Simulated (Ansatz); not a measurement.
Computed properties of Ge

Ge:
```cif
data_Ge8
_chemical_formula_sum 'Ge8'
_space_group_name_H-M_alt 'P 1'
_space_group_IT_number 1
_cell_length_a 6.03946
_cell_length_b 6.03946
_cell_length_c 6.03946
_cell_angle_alpha 109.906
_cell_angle_beta 109.906
_cell_angle_gamma 109.906
loop_
_space_group_symop_operation_xyz
  'x, y, z'
loop_
_atom_site_label
_atom_site_type_symbol
_atom_site_fract_x
_atom_site_fract_y
_atom_site_fract_z
_atom_site_occupancy
Ge1 Ge 0.71280 0.71280 0.71280 1
Ge2 Ge 0.28720 0.28720 0.28720 1
Ge3 Ge 0.02108 0.71716 0.52332 1
Ge4 Ge 0.97892 0.28284 0.47668 1
Ge5 Ge 0.52332 0.02108 0.71716 1
Ge6 Ge 0.47668 0.97892 0.28284 1
Ge7 Ge 0.71716 0.52332 0.02108 1
Ge8 Ge 0.28284 0.47668 0.97892 1
```

Space group R-3 (No. 148); conventional cell a = b = 9.8888 Å, c = 5.9087 Å, α = β = 90.00°, γ = 120.00°.

Method: r²SCAN (plane waves, PAW; program Ansatz). The cell and atoms are relaxed at this level. Other levels are named where they apply.

Cell and energy:

```json
{
 "volume_per_atom": "20.85 Å³",
 "density": "5.78 g/cm³"
}
```

Electronic structure:

```json
{
 "electronic_character": "metallic (no gap)",
 "Density of states at the Fermi level": "0.05 states/eV per atom (mean over ±0.08 eV)",
 "Gap with spin–orbit coupling": "none (metallic)"
}
```

Mechanics:

```json
{
  "Bulk modulus (Birch–Murnaghan fit)": "64.2 GPa",
  "Pressure derivative B′": "5.0"
}
```

Phonons:

```json
{
  "highest_zone_centre_frequency": "267 cm⁻¹",
  "zone_centre_stability": "no imaginary mode at Γ"
}
```

The first step of the workflow began from a Materials Project structure, measured or hypothetical; the Crystallography Open Database copy checked does not list it. It is not the phase usual at ambient conditions (space group No. 227). Symmetry was held in the r²SCAN relaxation. As this level gives no gap, phonon frequencies hold no LO–TO term and depend on the k-mesh and smearing (Fermi–Dirac, 0.1 eV here). Spin–orbit coupling is left out wherever it is not named.

Potentials: the earlier of the program's two PAW sets.
